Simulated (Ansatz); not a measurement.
Data:

Ni5Ge3:
```
CELL_PARAMETERS angstrom
      5.36421     3.33833     0.00000
     -5.36421     3.33833     0.00000
     -3.24453     0.00000     5.41350
ATOMIC_POSITIONS crystal
  Ni 0.81647 0.67096 0.64524
  Ni 0.18353 0.32904 0.35476
  Ni 0.67096 0.81647 0.85476
  Ni 0.32904 0.18353 0.14524
  Ni 0.50000 0.00000 0.00000
  Ni 0.00000 0.50000 0.50000
  Ni 0.08753 0.73944 0.08577
  Ni 0.91247 0.26056 0.91423
  Ni 0.73944 0.08753 0.41423
  Ni 0.26056 0.91247 0.58577
  Ge 0.89681 0.89681 0.25000
  Ge 0.10319 0.10319 0.75000
  Ge 0.28285 0.58473 0.95115
  Ge 0.71715 0.41527 0.04885
  Ge 0.58473 0.28285 0.54885
  Ge 0.41527 0.71715 0.45115
```

This is the r²SCAN-relaxed structure.

**Question.** All from DFT-r²SCAN in the program Ansatz with PAW potentials, unless another level is named. Estimate the electronic character.

**Answer.** metallic (no gap).

**Question.** What about the formation energy from the elements (no fitted shifts)?

**Answer.** -0.27 eV/atom.

**Question.** Give the density of states at the Fermi level.

**Answer.** 0.56 states/eV per atom (mean over ±0.08 eV).

Space group C2/c. The first step of the workflow began from a Materials Project structure, measured or hypothetical; the Crystallography Open Database copy checked does not list it. Its standing as an ambient phase is unchecked. The cell was relaxed with r²SCAN under the symmetry of its start; its stability against distortions is not shown here. No spin polarisation was allowed. The references are the lowest solids computed at this level, not always the standard phases. Scalar-relativistic: spin–orbit coupling is off unless named, which matters more the heavier the elements.

Potentials: the earlier of the program's two PAW sets.
